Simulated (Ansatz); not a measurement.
Cu Kα1 powder pattern (kinematic, no thermal factors).
```tsv
2θ (°)	relative intensity
15.08	4
20.55	2
21.63	4
22.19	31
22.71	2
25.10	3
26.07	4
26.37	40
29.91	5
30.19	10
30.44	60
30.68	100
31.09	29
31.47	1
33.28	2
34.04	3
37.37	9
37.57	2
38.39	37
41.80	13
42.23	3
42.85	1
43.10	2
43.81	24
43.81	5
44.09	7
44.61	8
45.28	3
46.38	1
47.48	7
47.86	1
48.43	4
48.66	30
48.94	4
49.56	3
49.64	7
50.04	9
50.65	2
51.52	6
51.66	9
51.69	1
52.46	2
53.63	5
54.13	4
54.28	22
56.45	2
58.19	2
58.44	6
61.39	1
62.15	8
62.47	2
62.79	4
63.14	1
63.34	5
63.76	2
63.90	5
64.31	5
64.41	5
64.71	1
64.83	2
64.91	1
67.19	2
67.75	3
69.05	1
69.24	5
69.88	5
70.16	3
70.48	2
70.54	1
71.66	4
71.81	3
72.34	8
72.49	2
72.56	2
72.68	1
74.72	3
75.59	2
76.22	1
76.87	5
77.09	1
77.16	2
78.59	1
79.31	6
79.69	4
80.19	5
80.23	4
81.22	2
81.44	1
81.62	1
83.15	1
84.03	6
84.53	2
85.09	2
86.04	3
86.35	2
86.85	2
88.89	2
89.17	2
```

The pattern is computed from a structure relaxed with DFT PBE, scalar-relativistic, plane waves, PAW (Ansatz 0.2.0). No spin polarisation. Its elements are S, Se, Sn.

**Question.** Give the structure.

**Answer.** Sn4SeS3.
Space group Pm (No. 6). a = 4.321 Å, b = 4.130 Å, c = 11.747 Å, α = 90.00°, β = 92.24°, γ = 90.00°
```tsv
atom	site	symmetry	x	y	z
Sn	1b	m	0.9845	0.5000	0.0031
Sn	1a	m	0.3147	0.0000	0.7549
Sn	1b	m	0.3578	0.5000	0.4936
Sn	1a	m	0.7800	0.0000	0.2429
Se	1a	m	0.8921	0.0000	0.4769
S	1b	m	0.3772	0.5000	0.2701
S	1a	m	0.3943	0.0000	0.9781
S	1b	m	0.8995	0.5000	0.7805
```

A pattern alone doesn't exclude other cells with like lines; this is the one computed.

The cell was found from a structure generator's guess, not taken from experiment. No dispersion correction is applied, so the spacing between layers, chains or molecules is poorly fixed.
